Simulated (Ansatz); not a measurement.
CdS (zinc blende)

```
CdS
1.0
    0.00000     5.92662     5.92662
    2.96331     2.96331     5.92662
    2.96331     2.96331     0.00000
S Cd
2 2
Direct
  0.00000   0.75000   0.75000
  0.50000   0.75000   0.75000
  0.00000   0.00000   0.00000
  0.50000   0.00000   0.00000
```

A phonon eigenvector at X = (0.5, 0.5, 0.0) is frozen into this cell: atom i moves by Q times the vector below, so Q is the largest atomic displacement, in Å. The cell is held. It is one choice among 2 degenerate patterns. (q is in reciprocal vectors of the primitive cell; the cell shown is doubled to hold the pattern.)

| atom | x | y | z |
|---|---|---|---|
| S1 | 0.650 | 0.000 | 0.000 |
| S2 | -0.650 | 0.000 | 0.000 |
| Cd3 | 0.000 | 1.000 | 0.000 |
| Cd4 | 0.000 | -1.000 | 0.000 |

All values below come from PBE (plane waves to 420 eV, PAW, scalar-relativistic; Ansatz, an electronic-structure program). k mesh 10×10×10 (Γ-centred), Fermi-Dirac smearing 0.05 eV. E stands for the smeared free energy. CdS was relaxed with its symmetry unable to fall. The zero of ΔE is the undisplaced structure.

```json
[
 {"Q (Å)": "-0.1000", "ΔE (meV/cell)": "13.7"},
 {"Q (Å)": "-0.0833", "ΔE (meV/cell)": "withheld"},
 {"Q (Å)": "-0.0667", "ΔE (meV/cell)": "6.1"},
 {"Q (Å)": "-0.0500", "ΔE (meV/cell)": "3.4"},
 {"Q (Å)": "-0.0333", "ΔE (meV/cell)": "1.5"},
 {"Q (Å)": "-0.0167", "ΔE (meV/cell)": "0.4"},
 {"Q (Å)": "0.0000", "ΔE (meV/cell)": "0.0"},
 {"Q (Å)": "0.0167", "ΔE (meV/cell)": "0.4"},
 {"Q (Å)": "0.0333", "ΔE (meV/cell)": "1.5"},
 {"Q (Å)": "0.0500", "ΔE (meV/cell)": "3.4"},
 {"Q (Å)": "0.0667", "ΔE (meV/cell)": "6.1"},
 {"Q (Å)": "0.0833", "ΔE (meV/cell)": "withheld"},
 {"Q (Å)": "0.1000", "ΔE (meV/cell)": "13.7"}
]
```

Problem. Fit an even polynomial form (powers 2, 4) to the given rows and predict ΔE at Q = 0.0833.

Solution. Least squares on the 11 given rows: ΔE = (1365)·Q² + (487.0)·Q⁴, in meV/cell with Q in Å; root-mean-square residual 0.01 meV/cell. At 0.0833 the fit gives 9.5 meV/cell; the calculation gives 9.5 meV/cell, the same to the digits shown. The quadratic term alone would give 9.5 meV/cell.

(A displaced cell: forces are minus the slopes of the energy, force constants its curvatures, and phonons follow from these.)
